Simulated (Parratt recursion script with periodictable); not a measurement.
**EUV peak of a Si/Mo multilayer on Si against the thickness ratio**

| layer, from the top | thickness (Å) | density (g/cm³) | rms roughness of its top face (Å) | δ at 13.5 nm | β at 13.5 nm |
|---|---|---|---|---|---|
| Si (in each period) | varied | 2.313 | 2 | 9.927 × 10⁻⁴ | 0.001813 |
| Mo (in each period) | varied | 10.026 | 2 | 0.07476 | 0.006314 |
| Si (substrate) | – | 2.313 | 2 | 9.927 × 10⁻⁴ | 0.001813 |

The refractive index is n = 1 − δ + iβ; the runs take δ and β at each wavelength of the scan. Vacuum lies above.

Densities are inputs, not measurements. They were set from computed cells of the Materials Project: Si from entry mp-149 (Fd-3m, 2.313 g/cm³); Mo from entry mp-129 (Im-3m, 10.026 g/cm³). A layer's crystal structure does not enter its constants, only its composition and density.

Method: EUV and soft X-ray reflectivity, Parratt recursion, Névot-Croce roughness, Henke tables (Parratt recursion script with periodictable 1.7.1).

Light falls at α = 10° from the surface normal. R is the mean of s and p polarisation. The wavelength is scanned from 12.42 to 14.58 nm in 161 evenly spaced points, without smoothing. The peak is the highest scan point; its wavelength and height come from a parabola through R at that point and its two neighbours.

The pair is repeated 40 times. The runs differ in the two thicknesses alone; Γ is the share of Mo in the period D.

| Si (Å) | Mo (Å) | Γ | peak λ (nm) | peak R (%) |
|---|---|---|---|---|
| 56.6 | 14.2 | 0.20 | 13.737 | 60.1 |
| 49.6 | 21.2 | 0.30 | 13.672 | 69.1 |
| 46 | 24.8 | 0.35 | 13.635 | 70.7 |
| 35.4 | 35.4 | 0.50 | ? | ? |
| 28.3 | 42.5 | 0.60 | 13.396 | 66.6 |

Task: Estimate the peak wavelength and height at Γ = 0.50.

Result: Wavelength: with δ̄ the thickness-weighted δ at 13.5 nm and α the angle from the normal (sin²α = 0.0302), λ ≈ 2D[(1 − δ̄)² − sin²α]^½.

| Γ | D (Å) | δ̄ | λ by hand (nm) | run minus hand (nm) |
|---|---|---|---|---|
| 0.35 | 70.8 | 0.0268 | 13.559 | 0.076 |
| 0.50 | 70.8 | 0.0379 | 13.399 | to find |
| 0.60 | 70.8 | 0.0453 | 13.293 | 0.103 |

The difference, interpolated in Γ, is 0.092 nm, so λ ≈ 13.399 + 0.092 = 13.491 nm.

Height: the parabola through the rows at Γ = 0.30, 0.35, 0.60 has weights −1.000, 1.600, 0.400 at Γ = 0.50, which give 70.7 %.

The run gave 13.501 nm and 70.3 %, so the estimates miss by 0.010 nm and 0.4 points. Of these 5 runs, Γ = 0.35 has the highest peak.
